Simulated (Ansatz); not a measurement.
## Property card for Cs

Cs:
```yaml
crystal:
  lattice:
    - [0.00000, 3.64701, 3.64701]
    - [3.64701, 0.00000, 3.64701]
    - [3.64701, 3.64701, 0.00000]
  atoms:
    - { symbol: Cs, position: [0.00000, 0.00000, 0.00000] }
```

Space group Fm-3m (No. 225), fcc (Cu type); conventional cell a = b = c = 7.2940 Å, α = β = γ = 90.00°.

Method: plane-wave PAW LDA (Ansatz code). Structure relaxed to zero pressure with the same functional. Other levels are named where they apply.

Cell and energy:

- Volume per atom = 97.02 Å³
- Density = 2.27 g/cm³

Electronic structure:

- Electronic character: metallic (no gap)
- Density of states at the Fermi level: 1.3 states/eV per atom (mean over ±0.08 eV)

Mechanics:

* **Elastic constants (relaxed ions, GPa)**: C11 = 2.7, C12 = 2.2, C44 = 1.8
* **Mechanical stability**: stable (all eigenvalues of C positive)
* **Hill bulk and shear moduli**: 2.4 and 0.9 GPa
* **Young's modulus**: 2.3 GPa
* **Poisson's ratio**: 0.34
* **Debye temperature from the elastic constants**: 45.0 K

The first step of the workflow began from a Materials Project structure, measured or hypothetical; the Crystallography Open Database files this formula in space group No. 225, but the cells were not matched. It is not the phase usual at ambient conditions (space group No. 229). The cell was relaxed with LDA under the symmetry of its start; its stability against distortions is not shown here. As this level gives no gap, shear constants depend on the k-mesh and smearing (Fermi–Dirac, 0.1 eV here). Scalar-relativistic: spin–orbit coupling is off unless named, which matters more the heavier the elements.

Potentials: the earlier of the program's two PAW sets. The files were generated under PBE; for other functionals the program regenerates the frozen cores, and for LDA and PBEsol the local potential too.
